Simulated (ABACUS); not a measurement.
Set-up for a self-consistent single point of Pt (Fm-3m, 1 atom in the cell; from Materials Project mp-126).

```xyz
1
Lattice="0.0000 1.9716 1.9716 1.9716 0.0000 1.9716 1.9716 1.9716 0.0000" Properties=species:S:1:pos:R:3 pbc="T T T"
Pt     0.0000     0.0000     0.0000
```

Method: RPBE, numerical atomic orbitals TZP (confined pseudo-atomic orbitals with Gaussian additions; energy shift 0.01 Ry), PseudoDojo 0.5 standard norm-conserving PBE (tails mended) pseudopotentials in ABACUS.

ABACUS settings:

| key | value |
|---|---|
| basis | TZP numerical atomic orbitals, energy shift 0.01 Ry |
| KPT | Gamma 14 14 14 0 0 0 |
| basis_type | lcao |
| dft_functional | GGA_X_RPBE+GGA_C_PBE |
| ecutwfc | 100 Ry |
| smearing_method | mp |
| smearing_sigma | 0.00734986 Ry |
| potentials | PseudoDojo 0.5 standard norm-conserving PBE (tails mended) |
| symmetry | 1 |
| symmetry_prec | 1e-05 |
| ks_solver | genelpa |
| scf_nmax | 100 |
| scf_thr | 1.0e-06 |
| mixing_type | broyden |
| mixing_beta | 0.4 |

Results:

Number of valence electrons: 18
Number of bands: 19
Number of k-points after the program's reduction: 104
Size of the basis: 36
Number of SCF iterations: 7
Free energy E − TS: -3554.1834 eV
Fermi level (on the code's own zero): 23.10 eV
Pressure: 8.11 GPa

Stress (GPa, positive for compression):
```
8.11  0.00  0.00
0.00  8.11  0.00
0.00  0.00  8.11
```

For comparison: a first run (DFT, LDA (PW92), numerical atomic orbitals TZP (confined pseudo-atomic orbitals with Gaussian additions; energy shift 0.01 Ry), PseudoDojo 0.4 standard norm-conserving LDA (tails mended) pseudopotentials) was changed to give this one (dft_functional: PWLDA → GGA_X_RPBE+GGA_C_PBE; pseudopotentials: PseudoDojo 0.4 standard norm-conserving LDA (tails mended) → PseudoDojo 0.5 standard norm-conserving PBE (tails mended); basis_set: TZP numerical atomic orbitals, energy shift 0.01 Ry → TZP numerical atomic orbitals, energy shift 0.01 Ry), and from it to this one the pressure goes from -11.52 to 8.11 GPa.

The atom-centred basis is finite, which shifts total energies and pressures against plane waves. The potentials were made for another functional than the one used. The structure comes from a collection of computed structures, made at another level of theory; the collection holds predicted forms beside known ones.

The atomic orbitals were generated for these runs; they are not ABACUS's published sets and were checked against plane waves on a few crystals only.

“Tails mended”: in these copies of the files the far tail of each local potential was reset to the Coulomb form.
